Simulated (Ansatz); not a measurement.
# Hf3N4: from a starting cell to a relaxed one

The start is a relaxed Hf3N4 cell shaken by Gaussian noise of σ = 0.08 Å a coordinate. Cell shape, volume and atoms are optimised at zero target pressure with PBE (plane waves to 420 eV, PAW, scalar-relativistic; Ansatz, an electronic-structure program). The first steps use a coarse 5×5×5 k-mesh.

Input geometry:
```
Hf3N4
1.0
    0.00000     4.11856     4.29297
    3.26733     0.00000     4.29297
    3.26733     4.11856     0.00000
Hf N
3 4
Direct
  0.48979   0.47435   0.48924
  0.74863   0.73418   0.74256
  0.22795   0.25387   0.25847
  0.36616   0.79091   0.18521
  0.15953   0.65735   0.35246
  0.80129   0.33322   0.65199
  0.66739   0.19747   0.80257
```

Task: What pressure does the first self-consistent step give?

Result: +11 GPa (positive: the cell is compressed).

Task: Which atoms feel the largest initial force, and how large is it?

Result: About 14.3 eV/Å, on N7 (atoms numbered as listed).

Task: How much energy is released per atom?

Result: 0.59 eV/atom.

Task: How does the volume change?

Result: -19.2 %, from 16.51 to 13.34 Å³/atom.

Task: Is the parent structure recovered?

Result: It does not go back: it reaches P1 (No. 1), 0.32 eV/atom below the parent.

Task: Write out the relaxed structure.

Result: 
```
CELL_PARAMETERS angstrom
      3.48173     0.00000     0.00000
      0.99491     5.41798     0.00000
      0.71140     2.34332     4.94899
ATOMIC_POSITIONS crystal
  Hf 0.47864 0.99861 0.42684
  Hf 0.13799 0.64701 0.19901
  Hf 0.72279 0.33707 0.81896
  N  0.30021 0.69293 0.79468
  N  0.14228 0.62887 0.60572
  N  0.90527 0.24068 0.46411
  N  0.69740 0.39806 0.20819
```

Final values are on a 13×9×9 k-mesh of the relaxed cell. The relaxed cell holds bonded N–N pairs (1.43 Å). No spin polarisation in the result.

The relaxed structure here is a generated cell of Hf3N4: the first start was made by a random draw of sites in a space group, and the end was not matched to a known phase here, so it may be hypothetical.
